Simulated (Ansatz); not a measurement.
An elastic tensor (GPa, Voigt order, standard axes) from plane-wave PAW LDA (Ansatz code):

```
 155  23.8  23.8   0.0   0.0   0.0
23.8   155  23.8   0.0   0.0   0.0
23.8  23.8   155   0.0   0.0   0.0
 0.0   0.0   0.0  35.2   0.0   0.0
 0.0   0.0   0.0   0.0  35.2   0.0
 0.0   0.0   0.0   0.0   0.0  35.2
```

Task: Which of these materials gives this?
(A) CaS, rock salt
(B) CdF2, fluorite
(C) SiNi3, Cu3Au type

Result: A, CaS, rock salt

Space group Fm-3m (rock salt). Symmetry was held in the LDA relaxation; phonons on a q-mesh show no instability.

Potentials: the later of the program's two PAW sets.
